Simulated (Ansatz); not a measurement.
# CaHg2Ge2, a known structure type with other elements, at an estimated volume

```xyz
5
Lattice="0.0000 4.5159 0.0000 4.5159 0.0000 0.0000 2.2580 2.2580 -5.8192" Properties=species:S:1:pos:R:3 pbc="T T T"
Ge    2.2580    2.2580   -1.3268
Ge    4.5159    4.5159   -4.4924
Ca    0.0000    0.0000    0.0000
Hg    2.2580    4.5159   -2.9096
Hg    4.5159    2.2580   -2.9096
```

Level: r2SCAN, no spin polarisation; 500 eV; 6×6×6 Γ-centred mesh; gaussian occupations (width 0.0164 eV); Ansatz 0.2.0, fixed geometry.

(1) What does the stress say?

(2) Metal or insulator?

(3) Describe some of the short contacts.

(4) Which atom feels the largest force, and which way?

(5) Which element gives electrons and which takes them?

Origin: a known structure type with other elements, at an estimated volume, so it need not be a known compound.

Answers

(1) The pressure is 0.1 GPa (compression positive), so with the atoms held at these fractions the cell is close to zero pressure; the forces are large, so a full relaxation may end otherwise. The principal stresses -2.3, 1.3, 1.3 GPa differ, so its shape would change too.

(2) It is a metal, with about 1.1 states/eV a cell as the mean within 0.25 eV of the Fermi level.

(3) Ge–Ge at 2.65 Å: least valence density 0.34 e/Å³ and ELF 0.59 there. Ge–Hg at 2.76 Å: least valence density 0.31 e/Å³ and ELF 0.38 there. Hg–Hg at 3.19 Å: least valence density 0.17 e/Å³ and ELF 0.14 there. These are pseudo-fields; inside the PAW spheres they differ from the all-electron ones.

(4) The largest is on Ge1 (and as large on other atoms): 1.12 eV/Å, components (0.00, 0.00, 1.12). It makes 0° with the line to a nearest neighbour, Ge2 at 2.65 Å, pointing towards it.

(5) Bader charges in e: Ca +1.47, Hg -0.34, Ge -0.39. In the mean Ca gives up most and Ge takes most.
